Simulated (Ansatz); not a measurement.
Relaxed-ion elastic tensor of Hf2InC in space group P6_3/mmc (No. 194; Hf on 4f, In on 2d, C on 2a) in GPa (Voigt order), the program Ansatz at the PBEsol level (PAW); density 11.66 g/cm³, 17.22 Å³ per atom.

|  | 1 | 2 | 3 | 4 | 5 | 6 |
|---|---|---|---|---|---|---|
| 1 | 292 | 70.2 | 68.8 | 0.0 | 0.0 | 0.0 |
| 2 | 70.2 | 292 | 68.8 | 0.0 | 0.0 | 0.0 |
| 3 | 68.8 | 68.8 | 259 | 0.0 | 0.0 | 0.0 |
| 4 | 0.0 | 0.0 | 0.0 | 90.1 | 0.0 | 0.0 |
| 5 | 0.0 | 0.0 | 0.0 | 0.0 | 90.1 | 0.0 |
| 6 | 0.0 | 0.0 | 0.0 | 0.0 | 0.0 | 111 |

### Question
Is the crystal mechanically stable?

### Answer
Yes: the smallest eigenvalue of C is 90.1 GPa.

### Question
Work out the Voigt, Reuss and Hill averages.

### Answer
K_V = 140, K_R = 139, K_H = 140; G_V = 101, G_R = 99.6, G_H = 100 GPa.

### Question
Give Young's modulus, Poisson's ratio, Pugh's ratio and the universal anisotropy index.

### Answer
E = 9KG/(3K + G) = 242 GPa; ν = 0.21; K/G = 1.39 (brittle by the Pugh limit of 1.75); A_U = 5G_V/G_R + K_V/K_R − 6 = 0.05.

### Question
Estimate the sound speeds and the Debye temperature.

### Answer
v_l = √((K + 4G/3)/ρ) = 4840 m/s, v_t = √(G/ρ) = 2930 m/s, mean 3240 m/s; Θ = (h/k)(3n/4πV)^(1/3) v_m = 373 K.

### Question
How much does each axis shrink under pressure?

### Answer
Linear compressibilities β_i = Σ_j S_ij (j = 1 to 3): x 2.3, y 2.3, z 2.7 per TPa.

The workflow started from a Materials Project entry (that database holds measured and hypothetical structures alike); the Crystallography Open Database copy checked does not list it. Its standing as an ambient phase is unchecked. The PBEsol relaxation kept the symmetry of its start; of distortions, only those at the zone centre were tested. No spin polarisation was allowed. As this level gives no gap, shear constants depend on the k-mesh and smearing (Fermi–Dirac, 0.1 eV here). Spin–orbit coupling is left out wherever it is not named.

Potentials: the later of the program's two PAW sets.
